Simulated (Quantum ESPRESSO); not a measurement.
# W4Os2PdRh: finding a planted mistake in a log

Simulated, not a measurement. The program is pw.x of Quantum ESPRESSO 7.5 (plane-wave density functional theory). The cell is made up: eight metal atoms on a face-centred cubic lattice, with elements, volume, strain and displacements drawn at random and not relaxed, so it may be unstable or far from any real phase. PseudoDojo standard norm-conserving files set the functional (PBE unless stated); there is no spin polarisation or spin-orbit coupling, the Fermi-Dirac width of 0.25 eV means electrons at about 2900 K, and the masses in the input are unused placeholders. Heavy elements are run without spin-orbit coupling, which real alloys of them have. A spin test at this wide smearing found no moment, but such smearing suppresses magnetism that the real alloy may have.

Intended input:

```
&control calculation='scf', pseudo_dir='./dojo.nc.sr.pbe.v0_5.standard.upf', outdir='./o', disk_io='minimal', tprnfor=.true., tstress=.true. /
&system ibrav=0, nat=8, ntyp=4, nbnd=80, ecutwfc=87.97787729, nosym=.true., tot_charge=0,
 occupations='smearing', smearing='fd', degauss=0.0183746611
/
&electrons conv_thr=1.470e-08, electron_maxstep=70, mixing_beta=0.5 /
ATOMIC_SPECIES
Os 1.0 Os.upf
Pd 1.0 Pd.upf
Rh 1.0 Rh.upf
W 1.0 W.upf
CELL_PARAMETERS angstrom
-0.0071 -1.957 -1.9777
-4.0503 2.0159 -2.0508
5.9551 5.9227 -3.9858
ATOMIC_POSITIONS angstrom
W -0.0311 0.1013 0.0204
Os -0.0683 1.9715 -2.0531
Pd -0.0631 4.0012 -4.0647
W 4.0863 3.949 -4.005
Os -2.0534 0.0904 -2.0319
Rh -2.0355 2.0868 -4.107
W 2.0628 2.1236 -4.1066
W 2.0459 4.2 -6.0126
K_POINTS automatic
8 5 3 1 1 1
```

The log is shortened where brackets say so; the opening notice, blank lines, dates and the lines on written files are dropped, and the path of the files is cut. It prints rydbergs, bohrs and kilobars, and counts compression as positive stress. Its total energy is the free energy E - TS of the whole cell.

Log of the intended run:

```
     Program PWSCF v.7.5
     Parallel version (MPI & OpenMP), running on       4 processor cores
     Number of MPI processes:                 4
     Threads/MPI process:                     1
     [start-up lines left out]
     bravais-lattice index     =            0
     lattice parameter (alat)  =       5.2578  a.u.
     unit-cell volume          =     854.6687 (a.u.)^3
     number of atoms/cell      =            8
     number of atomic types    =            4
     number of electrons       =       123.00
     number of Kohn-Sham states=           80
     kinetic-energy cutoff     =      87.9779  Ry
     charge density cutoff     =     351.9115  Ry
     scf convergence threshold =      1.5E-08
     mixing beta               =       0.5000
     number of iterations used =            8  plain     mixing
     Exchange-correlation= PBE
                           (   1   4   3   4   0   0   0)
     [axes and pseudopotential details left out]
   Cartesian axes
     site n.     atom                  positions (alat units)
         1        W      tau(   1) = (  -0.0111778   0.0364087   0.0073321  )
         2        Os     tau(   2) = (  -0.0245480   0.7085863  -0.7379145  )
         3        Pd     tau(   3) = (  -0.0226791   1.4380905  -1.4609133  )
         4        W      tau(   4) = (   1.4686767   1.4193290  -1.4394562  )
         5        Os     tau(   5) = (  -0.7380223   0.0324911  -0.7302949  )
         6        Rh     tau(   6) = (  -0.7315888   0.7500268  -1.4761166  )
         7        W      tau(   7) = (   0.7414008   0.7632533  -1.4759728  )
         8        W      tau(   8) = (   0.7353267   1.5095421  -2.1610174  )
     number of k points=    60  Fermi-Dirac smearing, width (Ry)=  0.0184
                       cart. coord. in units 2pi/alat
        k(    1) = (  -0.0079311   0.0162769  -0.1040053), wk =   0.0333333
        k(    2) = (  -0.1251009  -0.1008264   0.0122929), wk =   0.0333333
     [further k points left out]
     Dense  grid:    95269 G-vectors     FFT dimensions: (  32,  60, 108)
     Estimated max dynamical RAM per process >     410.68 MB
     Estimated total dynamical RAM >       1.54 GB
     Initial potential from superposition of free atoms
     starting charge     122.9967, renormalised to     123.0000
     Starting wfcs are   79 randomized atomic wfcs +    1 random wfcs
     total cpu time spent up to now is        6.9 secs
     per-process dynamical memory:   331.4 Mb
     Self-consistent Calculation
     iteration #  1     ecut=    87.98 Ry     beta= 0.50
     Davidson diagonalization with overlap
     ethr =  1.00E-02,  avg # of iterations =  3.0
     total cpu time spent up to now is       27.7 secs
     total energy              =   -1502.62901862 Ry
     estimated scf accuracy    <      21.32586595 Ry
     iteration #  2     ecut=    87.98 Ry     beta= 0.50
     Davidson diagonalization with overlap
     ethr =  1.00E-02,  avg # of iterations =  5.4
     total cpu time spent up to now is       54.7 secs
     total energy              =   -1494.01948298 Ry
     estimated scf accuracy    <     407.13586749 Ry
     [iterations 3 to 20 left out]
     iteration # 21     ecut=    87.98 Ry     beta= 0.50
     Davidson diagonalization with overlap
     ethr =  1.86E-10,  avg # of iterations =  1.1
     total cpu time spent up to now is      390.5 secs
     total energy              =   -1517.05547568 Ry
     estimated scf accuracy    <       0.00000004 Ry
     iteration # 22     ecut=    87.98 Ry     beta= 0.50
     Davidson diagonalization with overlap
     ethr =  3.05E-11,  avg # of iterations =  2.0
     total cpu time spent up to now is      406.9 secs
     End of self-consistent calculation
     [lines on levels left out]
!    total energy              =   -1517.05547567 Ry
     estimated scf accuracy    <       0.00000001 Ry
     smearing contrib. (-TS)   =      -0.11808001 Ry
     internal energy E=F+TS    =   -1516.93739566 Ry
     The total energy is F=E-TS. E is the sum of the following terms:
     one-electron contribution =    -290.70520056 Ry
     hartree contribution      =     221.37507458 Ry
     xc contribution           =    -295.01446976 Ry
     ewald contribution        =   -1152.59279992 Ry
     convergence has been achieved in  22 iterations
     Forces acting on atoms (cartesian axes, Ry/au):
     atom    1 type  4   force =     0.05093817    0.04683050   -0.06309481
     atom    2 type  1   force =     0.00975908    0.01534250    0.00293148
     atom    3 type  2   force =     0.01902181    0.00439328    0.00411724
     atom    4 type  4   force =    -0.04514742    0.02426927    0.00597902
     atom    5 type  1   force =     0.05670288    0.03127363   -0.03269594
     atom    6 type  3   force =    -0.02814954   -0.01578014    0.01978664
     atom    7 type  4   force =    -0.04744368   -0.03842324    0.03062254
     atom    8 type  4   force =    -0.01568129   -0.06790581    0.03235383
     Total force =     0.171561     Total SCF correction =     0.000476
     Computing stress (Cartesian axis) and pressure
          total   stress  (Ry/bohr**3)                   (kbar)     P=      -47.01
  -0.00028913   0.00017156  -0.00013563          -42.53       25.24      -19.95
   0.00017156  -0.00024991   0.00012114           25.24      -36.76       17.82
  -0.00013563   0.00012114  -0.00041969          -19.95       17.82      -61.74
     init_run     :      6.42s CPU      6.66s WALL (       1 calls)
     electrons    :    391.54s CPU    400.03s WALL (       1 calls)
     forces       :      2.96s CPU      2.96s WALL (       1 calls)
     stress       :     10.56s CPU     10.56s WALL (       1 calls)
     [timing details left out]
     PWSCF        :   6m51.71s CPU   7m 0.54s WALL
     JOB DONE.
```

A second run was made from an input with one planted mistake. Its log:

```
     Program PWSCF v.7.5
     Parallel version (MPI & OpenMP), running on       4 processor cores
     Number of MPI processes:                 4
     Threads/MPI process:                     1
     [start-up lines left out]
     bravais-lattice index     =            0
     lattice parameter (alat)  =       5.2578  a.u.
     unit-cell volume          =     854.6687 (a.u.)^3
     number of atoms/cell      =            8
     number of atomic types    =            5
     number of electrons       =       110.00
     number of Kohn-Sham states=           73
     kinetic-energy cutoff     =      87.9779  Ry
     charge density cutoff     =     351.9115  Ry
     scf convergence threshold =      1.5E-08
     mixing beta               =       0.5000
     number of iterations used =            8  plain     mixing
     Exchange-correlation= PBE
                           (   1   4   3   4   0   0   0)
     [axes and pseudopotential details left out]
   Cartesian axes
     site n.     atom                  positions (alat units)
         1        W      tau(   1) = (  -0.0111778   0.0364087   0.0073321  )
         2        Os     tau(   2) = (  -0.0245480   0.7085863  -0.7379145  )
         3        Pd     tau(   3) = (  -0.0226791   1.4380905  -1.4609133  )
         4        W      tau(   4) = (   1.4686767   1.4193290  -1.4394562  )
         5        Al     tau(   5) = (  -0.7380223   0.0324911  -0.7302949  )
         6        Rh     tau(   6) = (  -0.7315888   0.7500268  -1.4761166  )
         7        W      tau(   7) = (   0.7414008   0.7632533  -1.4759728  )
         8        W      tau(   8) = (   0.7353267   1.5095421  -2.1610174  )
     number of k points=    60  Fermi-Dirac smearing, width (Ry)=  0.0184
                       cart. coord. in units 2pi/alat
        k(    1) = (  -0.0079311   0.0162769  -0.1040053), wk =   0.0333333
        k(    2) = (  -0.1251009  -0.1008264   0.0122929), wk =   0.0333333
     [further k points left out]
     Dense  grid:    95269 G-vectors     FFT dimensions: (  32,  60, 108)
     Estimated max dynamical RAM per process >     388.98 MB
     Estimated total dynamical RAM >       1.45 GB
     Initial potential from superposition of free atoms
     starting charge     109.9945, renormalised to     110.0000
     Starting wfcs are   73 randomized atomic wfcs
     total cpu time spent up to now is        7.0 secs
     per-process dynamical memory:   310.1 Mb
     Self-consistent Calculation
     iteration #  1     ecut=    87.98 Ry     beta= 0.50
     Davidson diagonalization with overlap
     ethr =  1.00E-02,  avg # of iterations =  5.3
     total cpu time spent up to now is       28.2 secs
     total energy              =   -1304.07676343 Ry
     estimated scf accuracy    <      22.44109580 Ry
     iteration #  2     ecut=    87.98 Ry     beta= 0.50
     Davidson diagonalization with overlap
     ethr =  1.00E-02,  avg # of iterations =  5.3
     total cpu time spent up to now is       53.5 secs
     total energy              =   -1300.69313779 Ry
     estimated scf accuracy    <     310.03011583 Ry
     [iterations 3 to 19 left out]
     iteration # 20     ecut=    87.98 Ry     beta= 0.50
     Davidson diagonalization with overlap
     ethr =  8.04E-11,  avg # of iterations =  1.0
     total cpu time spent up to now is      350.3 secs
     total energy              =   -1319.31898634 Ry
     estimated scf accuracy    <       0.00000002 Ry
     iteration # 21     ecut=    87.98 Ry     beta= 0.50
     Davidson diagonalization with overlap
     ethr =  1.63E-11,  avg # of iterations =  1.7
     total cpu time spent up to now is      366.5 secs
     End of self-consistent calculation
     [lines on levels left out]
!    total energy              =   -1319.31898634 Ry
     estimated scf accuracy    <          1.8E-09 Ry
     smearing contrib. (-TS)   =      -0.10922022 Ry
     internal energy E=F+TS    =   -1319.20976612 Ry
     The total energy is F=E-TS. E is the sum of the following terms:
     one-electron contribution =    -386.00263394 Ry
     hartree contribution      =     255.28356887 Ry
     xc contribution           =    -255.98507121 Ry
     ewald contribution        =    -932.50562984 Ry
     convergence has been achieved in  21 iterations
     Forces acting on atoms (cartesian axes, Ry/au):
     atom    1 type  5   force =     0.05364964    0.03920525   -0.04964064
     atom    2 type  2   force =     0.02047828    0.01119190   -0.00502052
     atom    3 type  3   force =     0.02880343    0.01155501   -0.00113257
     atom    4 type  5   force =    -0.05113165    0.02957911   -0.00488024
     atom    5 type  1   force =     0.05836782    0.04396087   -0.02777768
     atom    6 type  4   force =    -0.03073411   -0.02015514    0.02018973
     atom    7 type  5   force =    -0.05210513   -0.04228381    0.03421893
     atom    8 type  5   force =    -0.02732828   -0.07305317    0.03404298
     Total force =     0.180867     Total SCF correction =     0.000240
     Computing stress (Cartesian axis) and pressure
          total   stress  (Ry/bohr**3)                   (kbar)     P=      -39.43
  -0.00015111   0.00004527  -0.00005150          -22.23        6.66       -7.58
   0.00004527  -0.00026591   0.00025324            6.66      -39.12       37.25
  -0.00005150   0.00025324  -0.00038710           -7.58       37.25      -56.94
     init_run     :      6.35s CPU      6.57s WALL (       1 calls)
     electrons    :    352.51s CPU    359.47s WALL (       1 calls)
     forces       :      2.70s CPU      2.72s WALL (       1 calls)
     stress       :      9.45s CPU      9.69s WALL (       1 calls)
     [timing details left out]
     PWSCF        :   6m11.47s CPU   6m18.97s WALL
     JOB DONE.
```

Question: the log repeats what the program read. Compare it with the intended run: what was wrong in the second input?

Answer: one atom is of a wrong element. The input lines that differ:

```
- &system ibrav=0, nat=8, ntyp=4, nbnd=80, ecutwfc=87.97787729, nosym=.true., tot_charge=0,
+ &system ibrav=0, nat=8, ntyp=5, nbnd=73, ecutwfc=87.97787729, nosym=.true., tot_charge=0,
+ Al 1.0 Al.upf
- Os -2.0534 0.0904 -2.0319
+ Al -2.0534 0.0904 -2.0319
```

|  | intended run | run with the mistake |
| --- | --- | --- |
| free energy (eV) | -20640.591 | -17950.249 |
| entropy term -TS, part of it (eV) | -1.607 | -1.486 |
| pressure (GPa) | -4.70 | -3.94 |
| size of the largest force component (eV/Å) | 1.746 | 1.878 |
| largest change of a force component (eV/Å) |  | 0.346 |
| iterations | 22 | 21 |

For scale, a rerun of the intended cell at a higher cutoff and on a denser mesh moved values by no more than 0.002 eV in energy, 0.11 GPa in stress and 0.013 eV/Å in force, and a second program with other atomic files agreed on that cell to 2 % rms in force and 0.5 GPa in pressure. Files of another functional or element have another zero of energy, so the energy change says nothing on stability. The number of bands, nbnd, was set by rule from the electron count, so it follows the mistake.